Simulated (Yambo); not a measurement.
ZnS (wurtzite, space group P6_3mc, No. 186), G0W0@PBEsol in Yambo with this input:

```
rim_cut
gw0
dyson
el_el_corr
HF_and_locXC
ppa
em1d
RandQpts= 1000000
RandGvec= 1 Ry
EXXRLvcs= 84 Ry
VXCRLvcs= 336 Ry
Chimod= "HARTREE"
% BndsRnXp
 9 | 156 |
%
NGsBlkXp= 8 Ry
% LongDrXp
 1.0 | 1.0 | 1.0 |
%
PPAPntXp= 27.2114 eV
% GbndRnge
 1 | 156 |
%
GTermKind= "BG"
DysSolver= "n"
ExtendOut
```

On a 6×6×2 mesh, with wavefunctions cut at 84 Ry, the gap (Γ → Γ) is 3.521 eV and the valence edge shifts by -0.933 eV.

**Question.** What happens with this change: no terminator?

**Answer.** The gap falls by 0.048 eV, to 3.473 eV; the shift of the valence edge becomes -0.808 eV. Neither run is shown to be the converged limit.

Geometry relaxed with PBEsol; primitive cell a = 3.782 Å, b = 3.782 Å, c = 6.204 Å, α = 90.00°, β = 90.00°, γ = 120.00°.

A shift is the quasiparticle energy of the state minus its PBEsol energy.
